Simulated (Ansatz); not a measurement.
Values for one crystal, relaxed and computed with r²SCAN+D4 in the plane-wave PAW code Ansatz; other levels are named.

- Volume per atom = 21.91 Å³
- Band gap = 8.13 eV (smallest direct gap 8.15 eV)
- Conduction-band minimum = at Γ
- Valence-band maximum = at X

**Question.** Which compound is it?
A. N, α-N2
B. Ge, diamond
C. S, S12-ring
D. H, Cmcm (H on 8f)

**Answer.** A, N, α-N2

Space group Pa-3 (α-N2). Symmetry was held in the r²SCAN+D4 relaxation. The substance is a gas or liquid at ambient conditions; this is its low-temperature solid.

Potentials: the later of the program's two PAW sets.
